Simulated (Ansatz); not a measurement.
LiF (zinc blende, F-43m) is relaxed with r²SCAN (plane waves, PAW; program Ansatz). What lattice parameters of the conventional cell result?

a = 4.290 Å.

Is it a metal or does it have a gap at this level?

A gap of 8.66 eV, direct.

The start of the workflow was typed in or built on a structure type; neither database checked (COD, Materials Project) lists it. It is not the phase usual at ambient conditions (space group No. 225). Symmetry was held in the r²SCAN relaxation; its stability against distortions is not shown here.

Potentials: the later of the program's two PAW sets.
